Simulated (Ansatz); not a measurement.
The cell below belongs to a search over invented structures; it isn't taken from experiment.

Input and command of a plane-wave DFT calculation in Ansatz:

```yaml
crystal:
  lattice:
    - [3.4867895172, 0.0, 0.0]
    - [-1.7433947586, 3.0196482996, 0.0]
    - [0.0, 0.0, 17.449886621]
  atoms:
    - { symbol: Al, position: [0.0, 0.0, 0.5021656988] }
    - { symbol: B, position: [0.0, 0.0, 0.0006292194] }
    - { symbol: B, position: [0.3333333333, 0.6666666667, 0.8423610581] }
    - { symbol: B, position: [0.6666666667, 0.3333333333, 0.684101072] }
    - { symbol: B, position: [0.3333333333, 0.6666666667, 0.3168215901] }
    - { symbol: B, position: [0.6666666667, 0.3333333333, 0.1589650261] }
    - { symbol: As, position: [0.3333333333, 0.6666666667, 0.961859854] }
    - { symbol: As, position: [0.6666666667, 0.3333333333, 0.8036093831] }
    - { symbol: As, position: [0.0, 0.0, 0.6447611627] }
    - { symbol: As, position: [0.3333333333, 0.6666666667, 0.4360865345] }
    - { symbol: As, position: [0.6666666667, 0.3333333333, 0.2785100893] }
    - { symbol: As, position: [0.0, 0.0, 0.1201293119] }
basis:
  ecutwfc: 420
kpoints:
  mp_grid: { grid: [12, 12, 4] }
hamiltonian:
  xc: pbe
scf:
  occupations: { method: gaussian, width: 0.1 }
output:
  forces: true
  stress: true
  eigenvalues: true
relax:
  adjacent_minimum: "off"
  f_tol: 0.01
  max_steps: 80
  cell: { stress_tol: 0.05 }
```

```bash
ansatz run input.yaml --threads 1 --pin off --max-ram 2560MiB --backend cpu --events-out ev --progress --plain --runs-dir out
```

Processor: AMD EPYC (Zen 3), 1 thread, on a host shared with other jobs.

Question: How long does it run, and how much memory does it take?

Answer: About 5.6 min, peak memory 0.85 GiB. It solves 66 bands at 69 k points (after reduction by symmetry) with about 3569 plane waves (on the last cell), in 21 SCF iterations over 2 ionic steps.
